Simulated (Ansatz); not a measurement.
NaI:
```
CELL_PARAMETERS angstrom
      0.00000     3.20159     3.20159
      3.20159     0.00000     3.20159
      3.20159     3.20159     0.00000
ATOMIC_POSITIONS crystal
  Na 0.00000 0.00000 0.00000
  I  0.50000 0.50000 0.50000
```

Relaxed with PBEsol.

Problem. Give the optical modes at the zone centre with their infrared activity from DFPT, DFT-PBEsol in the program Ansatz with PAW potentials.

Solution. Transverse frequencies, without the LO–TO term; a row sums one degenerate level.

```
ω (cm⁻¹)  degeneracy  IR ((D/Å)²/amu)  activity  symmetry
--------  ----------  ---------------  --------  --------
118                3             4.99        IR       T1u
```

Problem. How high does the top mode go among those that the LO–TO term moves?

Solution. 172 cm⁻¹ for q along x.

Space group Fm-3m (rock salt). Symmetry was held in the PBEsol relaxation; of distortions, only those at the zone centre were tested. Scalar-relativistic: spin–orbit coupling is off unless named, which matters more the heavier the elements.

Potentials: the later of the program's two PAW sets.
